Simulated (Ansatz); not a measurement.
Crystals of one structure type (wurtzite) and one family of elements, relaxed and computed with the program Ansatz at the PBE level (PAW).

```json
[
 {"crystal": "ZnO", "V (Å³/atom)": "12.33", "B₀ by P(V) fit (GPa)": "129"},
 {"crystal": "ZnS", "V (Å³/atom)": "20.18", "B₀ by P(V) fit (GPa)": "69.1"},
 {"crystal": "CdS", "V (Å³/atom)": "26.04", "B₀ by P(V) fit (GPa)": "53.2"},
 {"crystal": "CdSe", "V (Å³/atom)": "29.75", "B₀ by P(V) fit (GPa)": "?"}
]
```

Task: Fit a straight line to ln B₀ against ln V and predict the withheld value.

Result: Least squares on the 3 shown rows: ln B₀ = -1.20 × ln V + (7.867), with a scatter of 2 %. For CdSe this gives 44.5. The run itself gave 44.6, within the scatter.

All cells were relaxed under the symmetry of their starts (and spin orders); stability against distortions was not tested throughout. Scalar-relativistic: spin–orbit coupling is off unless named, which matters more the heavier the elements.

Potentials: the later of the program's two PAW sets.
